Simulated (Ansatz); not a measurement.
CaB2C2 in space group I4/mcm (No. 140; Ca on 4a, B on 8h, C on 8h), r²SCAN (plane waves, PAW; program Ansatz), all energies at zero smearing, with the estimated change up to a 700 eV cutoff added, with one set of potentials and settings (totals compare only within such a set). Cell of 10 atoms (2 Ca, 4 B, 4 C): -5280.564 eV.

| element | reference phase | E (eV/atom) |
|---|---|---|
| Ca | Fm-3m, 1 atoms in the cell | -1821.6752 |
| B | R-3m, 12 atoms in the cell | -156.5544 |
| C | P6_3/mmc, 4 atoms in the cell | -251.6711 |

Formation energy per atom, worked out: (-5280.564 − 2×(-1821.6752) − 4×(-156.5544) − 4×(-251.6711))/10 = -0.431 eV/atom (-42 kJ per mol of atoms), at 0 K, without zero-point energy or fitted corrections.

The workflow started from a Materials Project entry (that database holds measured and hypothetical structures alike); the Crystallography Open Database copy checked does not list it. With B and C taken as one species the cell has the higher symmetry P4/mmm, so it may be an ordered model of a mixed-site phase. Its standing as an ambient phase is unchecked. The cell was relaxed with r²SCAN under the symmetry of its start; whether a distortion lowers the energy is not shown. The references are the lowest solids computed at this level, not always the standard phases.

Potentials: the later of the program's two PAW sets.
